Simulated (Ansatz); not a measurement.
SrBiIO2:
```yaml
crystal:
  lattice:
    - [2.94629, -6.90602, 0.00000]
    - [2.94629, 6.90602, 0.00000]
    - [0.00000, 0.00000, 5.73894]
  atoms:
    - { symbol: Sr, position: [0.90803, 0.09197, 0.75000] }
    - { symbol: Sr, position: [0.09197, 0.90803, 0.25000] }
    - { symbol: Bi, position: [0.57231, 0.42769, 0.75000] }
    - { symbol: Bi, position: [0.42769, 0.57231, 0.25000] }
    - { symbol: I, position: [0.24358, 0.75642, 0.75000] }
    - { symbol: I, position: [0.75642, 0.24358, 0.25000] }
    - { symbol: O, position: [0.27139, 0.27139, 0.00000] }
    - { symbol: O, position: [0.72861, 0.72861, 0.00000] }
    - { symbol: O, position: [0.72861, 0.72861, 0.50000] }
    - { symbol: O, position: [0.27139, 0.27139, 0.50000] }
```

This is the HSE06-relaxed structure. Cartesian axes are those of the cell as given.

All from DFT-HSE06 in the program Ansatz with PAW potentials, unless another level is named. Estimate the smallest direct gap on the standard path.

4.31 eV.

Predict the band gap.

3.91 eV (indirect).

What about the conduction-band minimum?

at Y (k = -0.500, -0.500, 0.000 in fractions of the reciprocal vectors).

Space group Cmcm. The first step of the workflow began from a Materials Project structure, measured or hypothetical; the Crystallography Open Database files this formula in space group No. 63, but the cells were not matched. Its standing as an ambient phase is unchecked. Symmetry was held in the HSE06 relaxation; its stability against distortions is not shown here. The hybrid was solved on a coarse mesh, the path and, where they were found, the r²SCAN edge points; its band edges are the extreme levels among these. Scalar-relativistic: spin–orbit coupling is off unless named, which matters more the heavier the elements.

Potentials: the later of the program's two PAW sets.
